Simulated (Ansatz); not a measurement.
InPt3:
```cif
data_InPt3
_chemical_formula_sum 'In1 Pt3'
_space_group_name_H-M_alt 'P 1'
_space_group_IT_number 1
_cell_length_a 3.99277
_cell_length_b 3.99277
_cell_length_c 3.99277
_cell_angle_alpha 90.000
_cell_angle_beta 90.000
_cell_angle_gamma 90.000
loop_
_space_group_symop_operation_xyz
  'x, y, z'
loop_
_atom_site_label
_atom_site_type_symbol
_atom_site_fract_x
_atom_site_fract_y
_atom_site_fract_z
_atom_site_occupancy
In1 In 0.00000 0.00000 0.00000 1
Pt1 Pt 0.00000 0.50000 0.50000 1
Pt2 Pt 0.50000 0.00000 0.50000 1
Pt3 Pt 0.50000 0.50000 0.00000 1
```

This is the PBEsol-relaxed structure.

### Question
All from the program Ansatz at the PBEsol level (PAW), unless another level is named. Predict the Debye temperature from the elastic constants.

### Answer
272 K.

### Question
Predict the elastic constants (relaxed ions, GPa).

### Answer
C11 = 300, C12 = 193, C44 = 96.5.

Space group Pm-3m (Cu3Au type). The workflow started from a Materials Project entry (that database holds measured and hypothetical structures alike); the Crystallography Open Database files this formula in space group No. 221, but the cells were not matched. Whether it is the stable phase at ambient conditions was not checked. The PBEsol relaxation kept the symmetry of its start; of distortions, only those at the zone centre were tested. The run is not spin-polarised. As this level gives no gap, shear constants depend on the k-mesh and smearing (Fermi–Dirac, 0.1 eV here). Spin–orbit coupling is left out wherever it is not named.

Potentials: the later of the program's two PAW sets.
